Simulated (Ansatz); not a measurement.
## Magnetic states of HfVF6

```xyz
16
Lattice="0.0000 8.0420 8.0420 4.0210 0.0000 4.0210 4.0210 4.0210 0.0000" Properties=species:S:1:pos:R:3 pbc="T T T"
Hf    0.0000    0.0000    0.0000
V     4.0210    4.0210    4.0210
F     4.0210    4.0210    1.9696
F     4.0210    4.0210    6.0724
F     1.9696    4.0210    4.0210
F     6.0724    4.0210    4.0210
F     4.0210    1.9696    4.0210
F     4.0210    6.0724    4.0210
Hf    0.0000    4.0210    4.0210
V     4.0210    8.0420    8.0420
F     4.0210    8.0420    5.9906
F     4.0210    8.0420   10.0934
F     1.9696    8.0420    8.0420
F     6.0724    8.0420    8.0420
F     4.0210    5.9906    8.0420
F     4.0210   10.0934    8.0420
```

Method: r2SCAN in Ansatz 0.2.0, PAW datasets, plane waves to 500 eV, 3×6×6 Γ-centred mesh, fermi-dirac occupations of width 0.050 eV. The atoms are fixed and numbered as listed; spin is collinear, without spin-orbit coupling.

Different starts of the self-consistent cycle ended in different solutions. Their moments in μB:

```csv
state,V2,V10,other atoms together,size of the net moment a cell
A,2.24,2.24,0.14,6.00
B,0.00,0.00,0.00,0.00
C,2.24,-2.24,0.00,0.00
```

Site moments are taken in small spheres that don't touch (radius about 0.4 of the atom's shortest bond), so those of the magnetic atoms read low, and they needn't add up to the net moment. State B was run without spin polarisation.

**Question.** Which state has the lowest energy at zero smearing, and how far up are the others?

**Answer.** State C (antiparallel, compensated) comes first by a margin too small to trust; A (parallel moments) lies 0.5 meV above it, B (without moments) lies 355 meV above it, all counted an atom of the cell. The two lowest differ by only 3.6 meV for each atom with a column above, which mesh or functional could overturn.

**Question.** Which states have a gap on the mesh, and what pressure does each exert on this cell?

**Answer.** A: gap 2.39 eV, 4.3 GPa; B: no gap, 2.9 GPa; C: gap 2.52 eV, 4.3 GPa (positive in compression).

**Question.** How much does the cell gain by forming moments?

**Answer.** 355 meV an atom of the cell, or 2839 meV for each V atom, against state B, which has none. A run without spin would miss this and give wrong energies and forces. That state isn't the paramagnet, which keeps its moments, so this is no ordering energy.

The cell is that of a Crystallography Open Database entry, unchanged but doubled along one cell vector so that moments can oppose.

Caveats: only orders that fit this cell and collinear spins were tried, so the true order may need a larger cell or canted moments; atoms and cell are not relaxed, and each state would relax in its own way; semilocal functionals without U often misplace the states of 3d oxides, halides and chalcogenides; the k mesh is coarse, so differences of a few meV are uncertain where a state is a metal; one start a pattern, so a lower state of the same pattern may exist; the nearest magnetic atoms form triangles, which frustrates antiparallel coupling, so the true order may be non-collinear or need another cell; the atoms stand off equilibrium, with forces up to 0.6 eV/Å.
